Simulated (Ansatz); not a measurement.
MgO:
```cif
data_Mg2O2
_chemical_formula_sum 'Mg2 O2'
_space_group_name_H-M_alt 'P63/mmc'
_space_group_IT_number 194
_space_group_name_Hall '-P 6c 2c'
_cell_length_a 3.49395
_cell_length_b 3.49395
_cell_length_c 4.19404
_cell_angle_alpha 90.000
_cell_angle_beta 90.000
_cell_angle_gamma 120.000
loop_
_atom_site_label
_atom_site_type_symbol
_atom_site_symmetry_multiplicity
_atom_site_Wyckoff_symbol
_atom_site_fract_x
_atom_site_fract_y
_atom_site_fract_z
_atom_site_occupancy
Mg1 Mg 2 c 0.33333 0.66667 0.25000 1
O1 O 2 d 0.66667 0.33333 0.25000 1
```

Relaxed with PBEsol.

Give the optical modes at the zone centre with their infrared activity from DFPT, PBEsol in the plane-wave PAW code Ansatz.

Transverse frequencies, without the LO–TO term; a row sums one degenerate level.

```
ω (cm⁻¹)  degeneracy  IR ((D/Å)²/amu)     activity  symmetry
--------  ----------  ---------------  -----------  --------
289                2             0.00  IR-inactive       E2g
373                1            19.37           IR       A2u
405                1             0.00  IR-inactive       B1g
491                2            30.09           IR       E1u
499                2             0.00  IR-inactive       E2g
532                1             0.00  IR-inactive       B1g
```

How high does the top mode go among those that the LO–TO term moves?

692 cm⁻¹ for q along x, 692 cm⁻¹ for q along y, 665 cm⁻¹ for q along z.

Space group P6_3/mmc. The first step of the workflow began from a Materials Project structure, measured or hypothetical; the Crystallography Open Database copy checked does not list it. It is not the phase usual at ambient conditions (space group No. 225). The cell was relaxed with PBEsol under the symmetry of its start; phonons on a q-mesh show no instability.

Potentials: the later of the program's two PAW sets.
